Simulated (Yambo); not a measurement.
RPA spectrum of BaTiO₃ (cubic perovskite, space group Pm-3m, No. 221) on PBEsol bands in Yambo (10×10×10 mesh, 57 bands, 3 Ry local-field block, 0.2 eV broadening; field along x). CGrdSpXd merges neighbouring transition energies to save time; the report line [X-CG] gives the poles kept by one of the 4 MPI tasks, and where the merging fails may depend on that split.

```json
[
 {"CGrdSpXd asked (%)": "100", "share reached (%)": "100", "poles used (one task)": "8090", "static ε": "6.59", "largest change of Im ε (% of its maximum)": "0.0", "rough time": "1"},
 {"CGrdSpXd asked (%)": "70", "share reached (%)": "69", "poles used (one task)": "5663", "static ε": "6.59", "largest change of Im ε (% of its maximum)": "0.0", "rough time": "within a factor of two"},
 {"CGrdSpXd asked (%)": "30", "share reached (%)": "29", "poles used (one task)": "2419", "static ε": "6.59", "largest change of Im ε (% of its maximum)": "0.2", "rough time": "within a factor of two"},
 {"CGrdSpXd asked (%)": "15", "share reached (%)": "1", "poles used (one task)": "147", "static ε": "6.76", "largest change of Im ε (% of its maximum)": "15", "rough time": "about 1/2"},
 {"CGrdSpXd asked (%)": "5", "share reached (%)": "1", "poles used (one task)": "147", "static ε": "6.76", "largest change of Im ε (% of its maximum)": "15", "rough time": "about 1/3"}
]
```

All runs end normally. In the runs at 15 %, 5 % few poles are left or the spectrum changes by over a quarter of its peak, and no warning says so. Times are rough ratios from shared machines. The k mesh wasn't tested; the rows compare only with each other.

Geometry of the Materials Project entry, not relaxed at this level; primitive cell a = 4.008 Å, b = 4.008 Å, c = 4.008 Å, α = 90.00°, β = 90.00°, γ = 90.00°.

This is not the ordinary phase of the substance.
